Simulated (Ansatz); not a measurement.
Density of states of a Li4Mg5Cl14 cell (a random packing after short dynamics, relaxed), per eV and atom, broadened by Gaussian smearing of width 0.1 eV and averaged over bins of 0.3 eV, from 8 eV under the Fermi level at most up to where the solved bands end.

All numbers below come from Ansatz, DFT PBE, scalar-relativistic, plane waves, PAW.

Plane waves to 420 eV, a k mesh through Γ of 3×2×2 on the computed 23-atom cell and Gaussian smearing (0.02 eV); no spin polarisation.

```
Mg Cl Li
1.0
     6.97204   -0.42937   -0.50001
    -0.41726    9.47994    1.31551
    -0.48620    1.27447    9.44013
Mg Cl Li
5 14 4
Cartesian
  1.6126 5.7216 6.6353
  0.5668 3.2675 4.7851
  5.1998 8.0460 7.0455
  4.6179 9.4078 10.0782
  2.5939 4.5566 2.1097
  2.5151 3.2219 6.2702
  4.6140 0.6780 0.2968
  1.1451 2.5716 2.5018
  0.3464 1.2283 8.8859
  2.0450 5.2160 9.0983
  0.5645 7.9238 7.0536
  4.5817 3.5670 3.0146
  6.3964 3.8982 6.1573
  1.1662 5.5227 4.0086
  6.1429 0.7878 4.2640
  3.7815 6.5932 5.9063
  3.5651 9.6611 7.9350
  5.6160 7.2536 9.3587
  3.1278 6.8772 1.5998
  4.5732 2.4402 5.3502
  5.6895 1.7388 1.9868
  2.0870 2.8392 8.7617
  0.8995 8.6484 9.4648
```

```
E − E_F (eV) total Cl 3p Mg 3s Li 2s Cl 3s
       -6.10  0.060  0.048  0.010  0.000  0.001
       -5.80  0.417  0.340  0.063  0.002  0.007
       -5.50  0.434  0.364  0.053  0.003  0.009
       -5.20  0.518  0.446  0.051  0.004  0.011
       -4.90  0.689  0.650  0.015  0.009  0.004
       -4.60  0.985  0.937  0.010  0.017  0.005
       -4.30  1.136  1.088  0.008  0.018  0.005
       -4.00  1.095  1.057  0.005  0.013  0.004
       -3.70  1.247  1.211  0.006  0.010  0.004
       -3.40  1.488  1.459  0.004  0.006  0.003
       -3.10  1.656  1.632  0.003  0.004  0.002
       -2.80  1.642  1.625  0.002  0.002  0.002
       -2.50  0.772  0.766  0.001  0.001  0.001
       -2.20  0.035  0.034  0.000  0.000  0.000
       -1.90  0.000  0.000  0.000  0.000  0.000
       -1.60  0.000  0.000  0.000  0.000  0.000
       -1.30  0.000  0.000  0.000  0.000  0.000
       -1.00  0.000  0.000  0.000  0.000  0.000
       -0.70  0.000  0.000  0.000  0.000  0.000
       -0.40  0.000  0.000  0.000  0.000  0.000
       -0.10  0.000  0.000  0.000  0.000  0.000
        0.20  0.000  0.000  0.000  0.000  0.000
        0.50  0.000  0.000  0.000  0.000  0.000
        0.80  0.000  0.000  0.000  0.000  0.000
        1.10  0.000  0.000  0.000  0.000  0.000
        1.40  0.000  0.000  0.000  0.000  0.000
        1.70  0.000  0.000  0.000  0.000  0.000
        2.00  0.000  0.000  0.000  0.000  0.000
        2.30  0.017  0.001  0.008  0.004  0.003
        2.60  0.007  0.000  0.003  0.002  0.001
        2.90  0.053  0.006  0.027  0.008  0.007
        3.20  0.181  0.021  0.092  0.021  0.020
        3.50  0.264  0.032  0.131  0.020  0.021
        3.80  0.316  0.038  0.147  0.015  0.016
        4.10  0.266  0.031  0.109  0.021  0.012
        4.40  0.365  0.034  0.112  0.034  0.011
        4.70  0.449  0.022  0.056  0.064  0.010
```

The columns after the total are the largest Löwdin projections on the valence shells of the potentials, so they needn't add up, and the weight of a shell that a potential lacks goes to other orbitals. The cell has a gap on the mesh of 4.83 eV.

An odd mesh misses points on the zone edge, so a gap read on it can be too wide.

Cost: 2 runs of about 9.7 core-minutes in all (earlier runs that led there not counted), on Arm Neoverse V2 (shared hosts).